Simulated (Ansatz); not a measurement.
## Two inputs for K₂CdSe₂O₆

Cell: a measured structure from the Crystallography Open Database (COD).

Space group R-3m:H (No. 166); a = 5.6975, c = 18.9486 Å, γ = 120.00°.

```
site  Wyckoff  site symmetry       x       y       z
   K       6c             3m  0.0000  0.0000  0.8039
  Cd       3a            -3m  0.0000  0.0000  0.0000
  Se       6c             3m  0.0000  0.0000  0.6240
   O      18h             .m  0.1552  0.8448  0.5867
```

One atom of each set is listed; the run and its k-mesh use a cell of 11 atoms with edges of 7.12, 7.12, 7.12 Å.

Reference run. Level of theory: DFT, PBE, plane waves and PAW, scalar-relativistic, 420 eV cutoff, Γ-centred 5×5×5 k-points, Fermi–Dirac smearing 0.02 eV (Ansatz 0.2.0).

Question: The input is changed as follows: `hamiltonian.xc`: pbe → revpbe; `kpoints.mp_grid.grid`: [5, 5, 5] → [2, 2, 2]; `scf.convergence.dr2_threshold`: not typed → 1e-09. What happens to V_zz (10²¹ V/m²) and η?

Answer: 

| site | V_zz reference | η reference | V_zz changed | η changed |
| --- | --- | --- | --- | --- |
| K | -0.26 | 0.00 | -0.27 | 0.00 |
| Cd | -2.30 | 0.00 | -1.97 | 0.00 |
| Se | -32.1 | 0.00 | -32.0 | 0.00 |
| O | 12.30 | 0.17 | 12.40 | 0.17 |

The largest change of V_zz is on Cd, from -2.30 to -1.97. In per cent, |V_zz| changes by -14 on Cd, 0 on Se, +1 on O (all sites that start above 0.5). SCF iterations: 6 and 9. In the changed run the k-mesh is coarser than the standard one, so its values aren't converged ones.

On the reference run: The calculated pressure of 5 GPa (PBE) comes partly from the unrelaxed atoms: it is 2.5 GPa once they are relaxed in the same cell. The largest force is 1.4 eV/Å, so the atoms aren't at the calculated equilibrium and relaxing them would move these values. Without spin–orbit coupling (the program notes it for Cd) the gradients are little affected as a rule: paired runs on crystals with a gap mostly move them by under 2 % at such atoms.
